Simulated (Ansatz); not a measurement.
SiMo in space group P-6m2 (No. 187; Si on 1a, Mo on 1d), PBEsol in the plane-wave PAW code Ansatz, all energies at zero smearing, with the estimated change up to a 700 eV cutoff added, with one set of potentials and settings (totals compare only within such a set). Cell of 2 atoms (1 Si, 1 Mo): -5519.661 eV.

```tsv
element	reference phase	E (eV/atom)
Si	Fd-3m, 2 atoms in the cell	-621.4920
Mo	Im-3m, 1 atoms in the cell	-4897.4695
```

Formation energy per atom, worked out: (-5519.661 − 1×(-621.4920) − 1×(-4897.4695))/2 = -0.350 eV/atom (-34 kJ per mol of atoms), at 0 K, without zero-point energy or fitted corrections.

The first step of the workflow began from a Materials Project structure, measured or hypothetical; the Crystallography Open Database copy checked does not list it. Whether it is the stable phase at ambient conditions was not checked. Symmetry was held in the PBEsol relaxation; its stability against distortions is not shown here. No spin polarisation was allowed. The references are the lowest solids computed at this level, not always the standard phases.

Potentials: the later of the program's two PAW sets.
